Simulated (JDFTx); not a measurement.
System: Ti3Al(1 0 -1 0) (P6_3/mmc bulk; lattice of mp-1823, not re-optimised at this level), 1x1 cell of 12 atoms in 6 planes (Al/Ti outermost, slab composition Ti8Al4), area 26.62 Å² a face, 6.5 Å between the outermost planes in a cell 22.6 Å high; k mesh 6×4×1, Fermi width 0.01 Ha, no spin polarisation. Whether this polymorph is the ambient one wasn't checked. Neither spin polarisation nor a larger cell was tried.

Method: PBE, GBRV ultrasoft potentials, plane waves to 20/100 Ha, in a modified build of JDFTx. Liquid on both sides: soft-sphere model, water, 2 M NaCl; nuclei fixed, outer atoms relaxed in vacuum. Potentials are on the SHE scale by the convention U = −μ/e − 4.44 V; references calibrated for a solvation model differ from this value. Ideal, unreconstructed faces without any overlayer. Convergence in thickness and k mesh wasn't tested for this slab.

```
U (V vs SHE)  μ (eV)  excess electrons per cell  σ (μC/cm², per face)              run
------------  ------  -------------------------  --------------------  ---------------
-1.95          -2.49                 (withheld)            (withheld)  fixed potential
-1.65          -2.79                      0.000                   0.0          neutral
-1.35          -3.09                     -0.466                  14.0  fixed potential
```

**Question.** Fill in the missing entries, row by row.

**Answer.** 
- -1.95, excess electrons per cell: 0.546
- -1.95, σ (μC/cm², per face): -16.4
